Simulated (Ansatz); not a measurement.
# One atom moved over a plane in Cu

These are results of DFT PBEsol, scalar-relativistic, plane waves, PAW in Ansatz 0.2.0, not measurements. The runs took a 350 eV cutoff, a Γ-centred 24×24×12 mesh and Gaussian smearing (0.15 eV). No spin polarisation. Energies are free energies at this smearing, counted from the undisturbed cell; pressure is positive in compression.

The starting cell (as given, not relaxed at this level; it stands at -1.3 GPa; this form isn't the usual structure):

```
CELL_PARAMETERS angstrom
2.53410 0.00000 0.00000
-1.26705 2.19459 0.00000
0.00000 0.00000 4.11257
ATOMIC_POSITIONS crystal
Cu 0.33333 0.66667 0.25000
Cu 0.66667 0.33333 0.75000
```

Atom 1 (Cu) is moved by p along (0.000, 1.000, 0.000) and q along (0.000, 0.000, 1.000) (Å), all else fixed. Points are written (p, q).

Energy above the undisturbed cell in eV/cell (a dash: not computed):

```
 p \ q  -0.300  -0.150  0.000  0.150  0.300
-0.300    0.47    0.15   0.05   0.15   0.47
-0.150    0.41    0.11   0.01   0.11   0.41
 0.000    0.39    0.09   0.00   0.09   0.39
 0.150    0.42    0.11   0.02   0.11   0.42
 0.300    0.54    0.19   0.09   0.19   0.54
```

Pressure in GPa:

| p \ q | -0.300 | -0.150 | 0.000 | 0.150 | 0.300 |
| --- | --- | --- | --- | --- | --- |
| -0.300 | 10.5 | 2.2 | -0.4 | 2.2 | 10.5 |
| -0.150 | 9.4 | 1.5 | -1.1 | 1.5 | 9.4 |
| 0.000 | 8.9 | 1.2 | -1.3 | 1.2 | 8.9 |
| 0.150 | 9.6 | 1.6 | -1.0 | 1.6 | 9.6 |
| 0.300 | 11.7 | 3.0 | 0.2 | 3.0 | 11.7 |

Cost: 15 runs of about 5.5 core-minutes in all, on Intel Xeon Platinum 8375C (Ice Lake) (shared hosts).